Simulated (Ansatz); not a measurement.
Space group P4/nmm:1 (No. 129). a = 3.681 Å, b = 3.681 Å, c = 8.267 Å, α = 90.00°, β = 90.00°, γ = 90.00°
```tsv
atom	site	symmetry	x	y	z
Zr	2c	4mm	0.0000	0.5000	0.2631
Ge	2a	-4m2	0.0000	0.0000	0.0000
Se	2c	4mm	0.0000	0.5000	0.6200
```

Equation of state of this ZrGeSe structure (not necessarily the ground state), with shape and atoms relaxed at each volume where symmetry leaves them free. It has no gap at any of these volumes. The calculation used DFT PBEsol, scalar-relativistic, plane waves, PAW in Ansatz.

Plane waves to 420 eV, a k mesh through Γ of 10×10×6 on the computed 6-atom cell and Gaussian smearing (0.10 eV); no spin polarisation.

```tsv
V (Å³/atom)	E − E(largest V) (meV/atom)	P (GPa)
17.548	5.89	8.36
18.108	-15.18	3.83
18.668	-21.70	0.01
19.228	-15.94	-3.22
19.788	0.00	-5.85
```

Fit a third-order Birch–Murnaghan equation to E(V).

V0 = 18.67 Å³/atom, B0 = 116 GPa, B0' = 4.9.

Cost: 5 runs of about 11 core-minutes in all, on Arm Neoverse V2 (shared hosts).